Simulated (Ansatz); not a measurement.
Consider the following.

SiO2:
```xyz
12
Lattice="4.0716 0.0000 0.0000 0.0000 5.0301 0.0000 0.0000 0.0000 4.4832" Properties=species:S:1:pos:R:3 pbc="T T T"
Si     2.0358     1.7513     3.3624
Si     2.0358     3.2788     1.1208
Si     0.0000     0.7638     1.1208
Si     0.0000     4.2664     3.3624
O      1.0946     3.1083     2.6020
O      2.9770     1.9218     1.8812
O      0.9412     4.4369     0.3604
O      3.1304     0.5933     4.1228
O      3.1304     4.4369     1.8812
O      0.9412     0.5933     2.6020
O      2.9770     3.1083     4.1228
O      1.0946     1.9218     0.3604
```

This is the r²SCAN-relaxed structure.

### Question
All from the program Ansatz at the r²SCAN level (PAW), unless another level is named. Estimate the HSE06 gap on the r²SCAN cell.

### Answer
7.86 eV.

### Question
Next, the electron effective mass?

### Answer
0.39, 0.42, 0.42 mₑ (principal values).

### Question
And the formation energy from the elements (no fitted shifts)?

### Answer
-2.79 eV/atom.

### Question
Predict the hole effective mass.

### Answer
0.40, 3.9, 4.9 mₑ (principal values).

### Question
What about the weight of the conduction-edge state by species (Voronoi cells)?

### Answer
O 52 %, Si 48 %.

Space group Pbcn. The workflow started from a Materials Project entry (that database holds measured and hypothetical structures alike); the Crystallography Open Database copy checked does not list it. It is not the phase usual at ambient conditions (space group No. 92, 152, 154). The cell was relaxed with r²SCAN under the symmetry of its start; of distortions, only those at the zone centre were tested. The references are the lowest solids computed at this level, not always the standard phases (solids in place of the gases).

Potentials: the later of the program's two PAW sets.
